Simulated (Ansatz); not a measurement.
Ti (Im-3m), clamped-ion strain scan

All numbers below come from DFT PBEsol, scalar-relativistic, plane waves, PAW (Ansatz 0.2.0). Cutoff 420 eV, Γ-centred 20×20×20 k-points, Gaussian smearing of 0.15 eV. No spin polarisation. Energies are free energies at this smearing, counted from the undisturbed cell; pressure is positive in compression.

Zero of the scan (as given, not relaxed at this level; it stands at -6.7 GPa; this bcc form isn't the usual structure):

```
Ti
1.0
    -1.64100    1.64100    1.64100
     1.64100   -1.64100    1.64100
     1.64100    1.64100   -1.64100
Ti
1
Cartesian
  0.0000 0.0000 0.0000
```

The cell is strained by ε times the Voigt pattern (1, 1, 0, 0, 0, 0) (xx, yy, zz, yz, xz, xy; engineering shear) with fractional coordinates fixed. The cell is metallic on the mesh throughout.

| ε | ΔE (meV/atom) | stress summed along the pattern (GPa, tension positive) | pressure (GPa) |
| --- | --- | --- | --- |
| -0.0600 | -6.3 | -14.12 | 7.3 |
| -0.0450 | ? | -5.82 | ? |
| -0.0300 | -25.1 | 1.47 | -0.5 |
| -0.0150 | -17.5 | 7.81 | -3.8 |
| 0.0000 | 0.0 | 13.30 | -6.7 |
| 0.0150 | ? | 18.06 | ? |
| 0.0300 | ? | 22.15 | ? |
| 0.0450 | 101.5 | 25.66 | -13.3 |
| 0.0525 | 124.5 | 27.25 | -14.2 |
| 0.0600 | 148.9 | 28.75 | -15.0 |

Question: Give the withheld values.

Answer: ΔE (meV/atom) at ε = -0.0450: -21.8; pressure (GPa) at ε = -0.0450: 3.1; ΔE (meV/atom) at ε = 0.0150: 26.3; pressure (GPa) at ε = 0.0150: -9.2; ΔE (meV/atom) at ε = 0.0300: 60.4; pressure (GPa) at ε = 0.0300: -11.4.